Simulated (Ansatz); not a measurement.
# Calculated Cu-65 nuclear quadrupole resonance for MgCu₆S₆

Cell: a computed structure from the Materials Project (it need not be an observed phase), taken as it stands.

```
Mg Cu S
1.0
     3.25278   -1.87893    0.00000
     3.25278    1.87893    0.00000
    -0.15356    0.00000   18.02227
Mg Cu S
1 6 6
Direct
  0.33707 0.33707 0.49146
  0.66937 0.66937 0.35511
  0.33228 0.33228 0.90066
  0.33109 0.33109 0.64148
  0.66780 0.66780 0.09703
  0.33349 0.33349 0.24117
  0.66661 0.66661 0.75255
  0.00492 0.00492 0.40589
  0.99951 0.99951 0.94039
  0.99635 0.99635 0.59101
  0.00056 0.00056 0.05742
  0.33359 0.33359 0.77229
  0.66665 0.66665 0.22575
```

Atom numbers follow the list; atoms alike are taken as one site, whose name carries the number of the first.

Method: Kohn–Sham DFT in Ansatz, r2SCAN, plane waves and PAW, scalar-relativistic, 500 eV cutoff, Γ-centred 10×10×2 k-points, Fermi–Dirac smearing 0.05 eV.

Cu-65: I = 3/2, Q = -204.0 mb (year-2017 value). Static lattice, zero field.

Q: Predict the zero-field Cu-65 lines of each site.

A: For I = 3/2 there is one line, ν = (|C_Q|/2)(1 + η²/3)^½.

| site | atoms | V_zz (10²¹ V/m²) | C_Q (MHz) | η | line frequencies (MHz) |
| --- | --- | --- | --- | --- | --- |
| Cu2 | 2 | -0.22 | 1.08 | 0.80 | 0.592 |
| Cu3 | 3 | -0.61 | 3.01 | 0.08 | 1.51 |
| Cu4 | 4 | 0.39 | -1.91 | 0.07 | 0.953 |
| Cu5 | 5 | -0.44 | 2.19 | 0.09 | 1.09 |
| Cu6 | 6 | 4.60 | -22.7 | 0.01 | 11.3 |
| Cu7 | 7 | 4.33 | -21.3 | 0.01 | 10.7 |

Q: And for ⁶³Cu (I = 3/2, Q = -220.0 mb) on Cu6?

A: C_Q scales with Q to -24.5 MHz, with lines at 12.2 MHz.

At Cu6 and Cu7 V_zz stands upright on the plane through its three neighbours (within 1°) in each case.

With no gap above 0.1 eV, as in a metal, the gradients converge slowly in k; expect changes of a tenth or more on a denser mesh.
